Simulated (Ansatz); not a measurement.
Geometry optimisation in Ansatz: input, command and trajectory.

```yaml
crystal:
  lattice:
    - [0.0, 3.6248472371, 3.6248472371]
    - [3.6248472371, 0.0, 3.6248472371]
    - [3.6248472371, 3.6248472371, 0.0]
  atoms:
    - { symbol: Zr, position: [0.625, 0.625, 0.625] }
    - { symbol: Zr, position: [0.125, 0.625, 0.625] }
    - { symbol: Zr, position: [0.625, 0.625, 0.125] }
    - { symbol: Zr, position: [0.625, 0.125, 0.625] }
    - { symbol: Mo, position: [0.0, 0.0, 0.0] }
    - { symbol: Mo, position: [0.25, 0.25, 0.25] }
basis:
  ecutwfc: 420
kpoints:
  mp_grid: { grid: [4, 4, 4] }
hamiltonian:
  xc: pbe
scf:
  occupations: { method: gaussian, width: 0.1 }
  lower_state_search: "off"
output:
  forces: true
  stress: true
  eigenvalues: true
relax:
  adjacent_minimum: "off"
  f_tol: 0.04
  max_steps: 70
  cell: { stress_tol: 0.4 }
```

```bash
ansatz run input.yaml --threads 1 --pin off --max-ram 2560MiB --backend cpu --events-out ev --progress --plain --runs-dir out
```

Level of theory: DFT PBE, scalar-relativistic, plane waves, PAW in Ansatz.

Of 6 frames 6 are shown, positions in Å and forces in eV/Å; the SCF threshold varies from step to step. Steps run on the plane waves of an earlier cell, with a Pulay correction in the pressure. The basis is chosen afresh for the last frame, the zero of the energies, and at times for earlier ones too; energy and pressure step there, also at an unchanged geometry. Here that happened at step 6 (-2 meV/atom, 0.1 GPa); the frames before carry an error of that size.

```xyz
6
Lattice="0.0000 3.6248 3.6248 3.6248 0.0000 3.6248 3.6248 3.6248 0.0000" Properties=species:S:1:pos:R:3:forces:R:3 pbc="T T T" step=1 free_energy_over_end_meV_per_atom=562.47 pressure_GPa=47.88
Zr    4.5311    4.5311    4.5311    0.0000    0.0000    0.0000
Zr    4.5311    2.7186    2.7186    0.0000    0.0000    0.0000
Zr    2.7186    2.7186    4.5311    0.0000    0.0000    0.0000
Zr    2.7186    4.5311    2.7186    0.0000    0.0000    0.0000
Mo    0.0000    0.0000    0.0000    0.0000    0.0000    0.0000
Mo    1.8124    1.8124    1.8124    0.0000    0.0000    0.0000
6
Lattice="0.0000 3.8016 3.8016 3.8016 0.0000 3.8016 3.8016 3.8016 0.0000" Properties=species:S:1:pos:R:3:forces:R:3 pbc="T T T" step=2 free_energy_over_end_meV_per_atom=103.52 pressure_GPa=15.99
Zr    4.7519    4.7519    4.7519    0.0000    0.0000    0.0000
Zr    4.7519    2.8512    2.8512    0.0000    0.0000    0.0000
Zr    2.8512    2.8512    4.7519    0.0000    0.0000    0.0000
Zr    2.8512    4.7519    2.8512    0.0000    0.0000    0.0000
Mo    0.0000    0.0000    0.0000    0.0000    0.0000    0.0000
Mo    1.9008    1.9008    1.9008    0.0000    0.0000    0.0000
6
Lattice="0.0000 3.9041 3.9041 3.9041 0.0000 3.9041 3.9041 3.9041 0.0000" Properties=species:S:1:pos:R:3:forces:R:3 pbc="T T T" step=3 free_energy_over_end_meV_per_atom=10.87 pressure_GPa=4.24
Zr    4.8801    4.8801    4.8801    0.0000    0.0000    0.0000
Zr    4.8801    2.9281    2.9281    0.0000    0.0000    0.0000
Zr    2.9281    2.9281    4.8801    0.0000    0.0000    0.0000
Zr    2.9281    4.8801    2.9281    0.0000    0.0000    0.0000
Mo    0.0000    0.0000    0.0000    0.0000    0.0000    0.0000
Mo    1.9521    1.9521    1.9521    0.0000    0.0000    0.0000
6
Lattice="0.0000 3.9593 3.9593 3.9593 0.0000 3.9593 3.9593 3.9593 0.0000" Properties=species:S:1:pos:R:3:forces:R:3 pbc="T T T" step=4 free_energy_over_end_meV_per_atom=2.68 pressure_GPa=-0.93
Zr    4.9491    4.9491    4.9491    0.0000    0.0000    0.0000
Zr    4.9491    2.9695    2.9695    0.0000    0.0000    0.0000
Zr    2.9695    2.9695    4.9491    0.0000    0.0000    0.0000
Zr    2.9695    4.9491    2.9695    0.0000    0.0000    0.0000
Mo    0.0000    0.0000    0.0000    0.0000    0.0000    0.0000
Mo    1.9797    1.9797    1.9797    0.0000    0.0000    0.0000
6
Lattice="0.0000 3.9492 3.9492 3.9492 0.0000 3.9492 3.9492 3.9492 0.0000" Properties=species:S:1:pos:R:3:forces:R:3 pbc="T T T" step=5 free_energy_over_end_meV_per_atom=2.16 pressure_GPa=-0.04
Zr    4.9364    4.9364    4.9364    0.0000    0.0000    0.0000
Zr    4.9364    2.9619    2.9619    0.0000    0.0000    0.0000
Zr    2.9619    2.9619    4.9364    0.0000    0.0000    0.0000
Zr    2.9619    4.9364    2.9619    0.0000    0.0000    0.0000
Mo    0.0000    0.0000    0.0000    0.0000    0.0000    0.0000
Mo    1.9746    1.9746    1.9746    0.0000    0.0000    0.0000
6
Lattice="0.0000 3.9492 3.9492 3.9492 0.0000 3.9492 3.9492 3.9492 0.0000" Properties=species:S:1:pos:R:3:forces:R:3 pbc="T T T" step=6 free_energy_over_end_meV_per_atom=0.00 pressure_GPa=0.07
Zr    4.9364    4.9364    4.9364    0.0000    0.0000    0.0000
Zr    4.9364    2.9619    2.9619    0.0000    0.0000    0.0000
Zr    2.9619    2.9619    4.9364    0.0000    0.0000    0.0000
Zr    2.9619    4.9364    2.9619    0.0000    0.0000    0.0000
Mo    0.0000    0.0000    0.0000    0.0000    0.0000    0.0000
Mo    1.9746    1.9746    1.9746    0.0000    0.0000    0.0000
```

The start puts this composition into another compound's structure type, which needn't suit it. At the end the space group is Fd-3m (tolerance 0.05 Å).

Time: 8.2 s on 1 thread of Intel(R) Xeon(R) 6975P-C (Granite Rapids), on a shared host, peak memory 0.44 GiB.

The k mesh is coarse.